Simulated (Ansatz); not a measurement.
Consider the following.

CdS:
```cif
data_Cd2S2
_chemical_formula_sum 'Cd2 S2'
_space_group_name_H-M_alt 'P63mc'
_space_group_IT_number 186
_space_group_name_Hall 'P 6c -2c'
_cell_length_a 4.12437
_cell_length_b 4.12437
_cell_length_c 6.70978
_cell_angle_alpha 90.000
_cell_angle_beta 90.000
_cell_angle_gamma 120.000
loop_
_atom_site_label
_atom_site_type_symbol
_atom_site_symmetry_multiplicity
_atom_site_Wyckoff_symbol
_atom_site_fract_x
_atom_site_fract_y
_atom_site_fract_z
_atom_site_occupancy
Cd1 Cd 2 b 0.33333 0.66667 0.00021 1
S1 S 2 b 0.33333 0.66667 0.37679 1
```

This is the PBEsol-relaxed structure.

Question: All from the program Ansatz at the PBEsol level (PAW), unless another level is named. Estimate the Born charges (a third of the trace).

Answer: Cd +2.14, S -2.14 e.

Question: Give the electronic dielectric constant ε∞ (DFPT).

Answer: 6.23 (xx = yy), 6.37 (zz).

Space group P6_3mc (wurtzite). The cell was relaxed with PBEsol under the symmetry of its start. Scalar-relativistic: spin–orbit coupling is off unless named, which matters more the heavier the elements.

Potentials: the earlier of the program's two PAW sets. The files were generated under PBE; for other functionals the program regenerates the frozen cores, and for LDA and PBEsol the local potential too.
